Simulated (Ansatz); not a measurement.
**Fields on a plane of Pb (fcc, Cu type)**

```
CELL_PARAMETERS angstrom
      0.00000     2.49563     2.49563
      2.49563     0.00000     2.49563
      2.49563     2.49563     0.00000
ATOMIC_POSITIONS crystal
  Pb 0.00000 0.00000 0.00000
```

The slice is a {111} plane (indices of the conventional cell) through the point (0.000, 0.000, 0.000) (fractional), spanned by u = [100] and v = [-1 2 0] in vectors of this cell: u (3.53 Å) and v (6.11 Å, at 90° to u). It covers one period; positions are fractions (u, v).

Atoms on it: Pb at (0.00, 0.00); Pb at (0.50, 0.50).

Calculation: r2SCAN (plane waves to 500 eV, PAW, scalar-relativistic; Ansatz, a quantum-chemistry and plane-wave program). k mesh 16×16×16. Inside the PAW spheres the values are not all-electron values, and peaks at nuclei hang on which shells count as valence. Pb was relaxed with its symmetry unable to fall. Spin-orbit coupling is left out, though Pb is heavy. The PAW data are Ansatz's earlier set.

```
|998877552211001122557788|
|777766332200000022336677|
|554433221100000011223344|
|222211110000000000111122|
|110000000000110000000000|
|000000111122222211110000|
|000011223344554433221100|
|000022336677777766332200|
|001122557788998877552211|
|001133558899999988553311|
|001122557788998877552211|
|000022336677777766332200|
|000011223344554433221100|
|000000111122222211110000|
|110000000000110000000000|
|222211110000000000111122|
|554433221100000011223344|
|777766332200000022336677|
|998877552211001122557788|
|999988553311001133558899|
```
Scale: ten equal steps from -1.08 (start of '0') to 0.93 (end of '9'), in the order '0123456789'. Values: log₁₀ of the valence density in e/Å³. The map has 12 points along u (two characters each, u = 0 at the left) and 20 along v (v = 0 in the bottom row). The scale is logarithmic, as a density can span decades between atoms and voids.

```
|xxxx559966330033669955xx|
|336699885522002255889966|
|999988664411001144668899|
|666655331100000011335566|
|333311111133333311111133|
|000011335566666655331100|
|001144668899999988664411|
|002255889966336699885522|
|0033669955xxxxxx55996633|
|1144669922xxxxxx22996644|
|0033669955xxxxxx55996633|
|002255889966336699885522|
|001144668899999988664411|
|000011335566666655331100|
|333311111133333311111133|
|666655331100000011335566|
|999988664411001144668899|
|336699885522002255889966|
|xxxx559966330033669955xx|
|xxxx229966441144669922xx|
```
Scale: ten equal steps from 0.18 (start of '0') to 0.44 (end of '9'), in the order '0123456789'. Values: electron localisation function (ELF). The map has 12 points along u (two characters each, u = 0 at the left) and 20 along v (v = 0 in the bottom row). Points within 0.5 Å of a nucleus are blanked (x), as the pseudised field means little there.
